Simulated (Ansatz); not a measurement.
A trial cell of WC was relaxed with PBE (plane waves to 420 eV, PAW, scalar-relativistic; Ansatz, a program for electronic structure).

Before: Pnma (No. 62), oP8; a = 5.3903 Å, b = 3.2704 Å, c = 6.0706 Å, α = β = γ = 90.00°.

After relaxation:

Simulated powder pattern, Ag Kα, λ = 0.560885 Å (kinematic, ideal powder, no thermal factors, no anomalous dispersion; the 24 strongest lines at most, above 1 %, up to 2θ = 30°):

| 2θ (°) | I/Imax (%) |
|---|---|
| 11.19 | 40 |
| 12.74 | 94 |
| 16.99 | 100 |
| 22.17 | 25 |
| 22.49 | 7.9 |
| 24.90 | 30 |
| 25.65 | 14 |
| 25.93 | 27 |
| 28.06 | 23 |

Question: Identify the relaxed structure from its pattern: crystal system, space group and cell.

Answer: Hexagonal, P6₃/mmc (No. 194), hP4, NiAs type; a = 2.9178 Å, b = 2.9178 Å, c = 5.7521 Å, α = 90.00°, β = 90.00°, γ = 120.00°. Sites: W 2a (0.000, 0.000, 0.000); C 2d (0.667, 0.333, 0.250).

Question: Index the strongest lines.

Answer: 11.19° (0002), 12.74° (1 0 -1 0), 16.99° (1 0 -1 2), 24.90° (1 1 -2 2), 25.93° (1 0 -1 4).

No spin polarisation in the result.

The run could not lose the symmetry of its start, so the end can be a saddle point.

The relaxed structure here is a generated cell of WC: the first start was made by placing the elements on the sites of a structure type, and the end was not matched to a known phase here, so it may be hypothetical. Known forms of WC include space group No. 187.
